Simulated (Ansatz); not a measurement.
Bi2Te3 (R-3m), relaxed with LDA (Ansatz, a program for electronic structure, plane waves, PAW): a = 4.3536 Å, b = 4.3536 Å, c = 29.8691 Å, α = 90.00°, β = 90.00°, γ = 120.00°.

- gap (eV): 0.15
- ΔH_f (eV/atom): -0.21
- electron conductivity mass (mₑ): 0.068

Problem. The same phase is relaxed and computed with r²SCAN+D4 in the same code. What are the cell and these values now?

Solution. a = 4.4007 Å, b = 4.4007 Å, c = 31.5982 Å, α = 90.00°, β = 90.00°, γ = 120.00°.

- gap (eV): 0.74
- ΔH_f (eV/atom): -0.27
- electron conductivity mass (mₑ): 0.13

Weakly bound layers, chains or molecules computed without a dispersion correction, so cells and soft constants are ill determined: Bi2Te3, R-3m (Bi on 6c, Te on 3a, Te on 6c) with LDA. All cells were relaxed under the symmetry of their starts (and spin orders); stability against distortions was not tested throughout. Spin–orbit coupling is left out wherever it is not named.

Potentials: the later of the program's two PAW sets.

Ansatz is a plane-wave DFT program.

Formation energies count from the lowest solids of the elements computed at the same level, not from gases.
